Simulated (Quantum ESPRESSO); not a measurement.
Kohn-Sham bands of SnAs (rock salt)

```xyz
2
Lattice="0.0000 2.8769 2.8769 2.8769 0.0000 2.8769 2.8769 2.8769 0.0000" Properties=species:S:1:pos:R:3 pbc="T T T"
Sn     2.8769     2.8769     2.8769
As     0.0000     0.0000     0.0000
```

Cell from Materials Project (mp-2182), symmetrised, no further relaxation. COD (Crystallography Open Database) has an entry of this formula and space group (matched by these alone). Computed values, not measurements, from LDA: Quantum ESPRESSO (norm-conserving PseudoDojo potentials, cutoff 64 Ry, no spin polarisation, no spin-orbit coupling) on a Γ-centred 10×10×10 mesh, then Wannier90. Density: 10×10×10 mesh, cold smearing 0.01 Ry. Spin-orbit coupling is left out although heavy elements are present.

Energies are relative to the Fermi level; weights are on the orthonormalised atomic waves of the pseudopotential files, averaged over the group. 29 electrons a cell are treated as valence.

```csv
bands,from (eV),to (eV),filling,weight on atomic waves
1–5,-35.80,-35.78,filled,(withheld)
6–10,-21.58,-21.49,filled,(withheld)
11,-13.16,-10.43,filled,(withheld)
```

Which atomic shells make up each group?


- 1–5, weight on atomic waves: As 3d 100 %
- 6–10, weight on atomic waves: Sn 4d 100 %
- 11, weight on atomic waves: As 4s 66 %, Sn 5p 20 %, Sn 5s 11 %

No gap over 0.05 eV opens at the Fermi level at this level of theory.
